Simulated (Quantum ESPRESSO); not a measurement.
## Hf2Sn3Ir2Ta (one composition in several site orders)

Simulated, not a measurement. The program is pw.x of Quantum ESPRESSO 7.5 (plane-wave density functional theory). The cell is made up: eight metal atoms on a face-centred cubic lattice, with elements, volume, strain and displacements drawn at random and not relaxed, so it may be unstable or far from any real phase. PseudoDojo standard norm-conserving files set the functional (PBE unless stated); there is no spin polarisation or spin-orbit coupling, the Fermi-Dirac width of 0.25 eV means electrons at about 2900 K, and the masses in the input are unused placeholders. The tin pseudopotential is less sure than most, with forces differing by about three percent from a second method on plain tin. Heavy elements are run without spin-orbit coupling, which real alloys of them have. A spin test at this wide smearing found no moment, but such smearing suppresses magnetism that the real alloy may have.

The runs put one composition on the sites in different orders. Cell, positions, cutoff, mesh and smearing stay as in the input of run 1; sites are counted in its order. Stress in the tables is positive in tension.

Input of run 1:

```
&control calculation='scf', pseudo_dir='./dojo.nc.sr.pbe.v0_5.standard.upf', outdir='./o', disk_io='minimal', tprnfor=.true., tstress=.true. /
&system ibrav=0, nat=8, ntyp=4, nbnd=71, ecutwfc=72.02867146, nosym=.true., tot_charge=0,
 occupations='smearing', smearing='fd', degauss=0.0183746611
/
&electrons conv_thr=1.470e-08, electron_maxstep=70, mixing_beta=0.5 /
ATOMIC_SPECIES
Hf 1.0 Hf.upf
Ir 1.0 Ir.upf
Sn 1.0 Sn.upf
Ta 1.0 Ta.upf
CELL_PARAMETERS angstrom
0.0494 -2.1725 -2.1096
-6.3395 -2.1031 0.0787
-2.0587 4.279 -6.2134
ATOMIC_POSITIONS angstrom
Hf 0.1464 0.1212 -0.0713
Sn -1.9886 2.1849 -4.31
Ir -1.9723 0.0613 -2.0906
Sn -4.022 2.0933 -6.1183
Ir -4.1212 0.124 -3.9983
Sn -4.0726 -2.1862 -1.9906
Ta -6.1675 -0.0857 -6.0524
Hf -6.3533 -1.9624 -4.2054
K_POINTS automatic
8 4 3 1 1 1
```

| run | elements on sites 1 to 8 | free energy less that of run 1 (eV) | -TS (eV) | pressure (GPa) | stress xx (GPa) | stress yy (GPa) | stress zz (GPa) | stress yz (GPa) | stress xz (GPa) | stress xy (GPa) | iterations |
| --- | --- | --- | --- | --- | --- | --- | --- | --- | --- | --- | --- |
| 1 | Hf Sn Ir Sn Ir Sn Ta Hf | 0.000 | -1.273 | 6.05 | -5.05 | -5.15 | -7.94 | -2.14 | -5.03 | 3.66 | 18 |
| 2 | Ir Hf Ta Sn Sn Sn Hf Ir | -0.251 | -1.283 | 6.15 | -4.43 | -5.91 | -8.11 | -0.23 | -3.43 | 0.73 | 16 |
| 3 | Hf Sn Ir Ir Ta Sn Hf Sn | -0.020 | -1.186 | 5.58 | -1.90 | -6.96 | -7.88 | -2.62 | -2.38 | -0.13 | 17 |
| 4 | Ir Sn Ta Hf Sn Sn Ir Hf | -0.548 | -1.244 | 5.04 | -3.95 | -4.65 | -6.53 | -1.46 | -3.01 | 0.66 | 16 |
| 5 | Sn Sn Ir Ta Ir Hf Hf Sn | 0.726 | -1.355 | 6.88 | -4.07 | -7.44 | -9.12 | -0.80 | -2.73 | 0.62 | 15 |
| 6 | Sn Sn Hf Hf Ir Sn Ir Ta | -0.652 | -1.084 | 5.14 | -4.49 | -4.26 | -6.66 | -2.58 | -1.46 | -0.20 | 17 |

Forces Fx Fy Fz (eV/Å):

```
site              run 1             run 2              run 3              run 4              run 5             run 6
   1  -1.79 -0.22 -0.09  -0.35 -0.11 0.15   -2.97 -0.49 0.14   -1.20 0.29 -0.31  -2.14 -0.12 -0.10  -0.58 -0.47 0.69
   2    0.00 -0.71 1.55    0.70 0.05 1.48    -3.01 0.35 0.42     0.90 1.17 0.09   -2.07 -0.53 1.50   0.46 -0.52 1.48
   3    0.54 0.12 -0.03   1.92 -0.26 0.40   -0.26 0.25 -0.11    1.05 -0.58 0.89   -0.69 -0.38 0.56  -1.37 0.72 -0.65
   4   -1.25 0.29 -0.64   0.03 1.09 -1.86  -0.50 -0.11 -0.08   -0.98 0.60 -1.44   -0.36 0.37 -0.99  -1.86 -0.81 0.10
   5   -0.68 -0.31 0.13   0.45 -1.41 0.81   1.61 -0.37 -0.24  -0.48 -0.46 -0.20    0.11 0.05 -0.03  -0.62 -0.54 0.35
   6    0.28 1.65 -1.55  -1.68 0.28 -0.34    2.71 0.54 -0.35   -0.86 -0.43 0.35    1.89 1.63 -1.39   0.77 1.02 -1.07
   7    1.31 1.31 -1.23  -0.16 1.04 -1.23    1.93 2.48 -2.40    0.24 0.99 -0.86    1.65 1.45 -1.87   0.34 0.77 -1.03
   8    1.59 -2.12 1.85  -0.90 -0.68 0.60    0.48 -2.65 2.61    1.34 -1.58 1.47    1.60 -2.45 2.32   2.85 -0.19 0.13
```

The sites are displaced and not relaxed, so the energy differences mix bonding between neighbours with strain and are not ordering energies. A rerun of one cell of this series at a higher cutoff and on a denser mesh moved values by no more than 0.007 eV in energy, 0.05 GPa in stress and 0.014 eV/Å in force, and a second program with other atomic files agreed on that cell to 2 % rms in force and 0.5 GPa in pressure.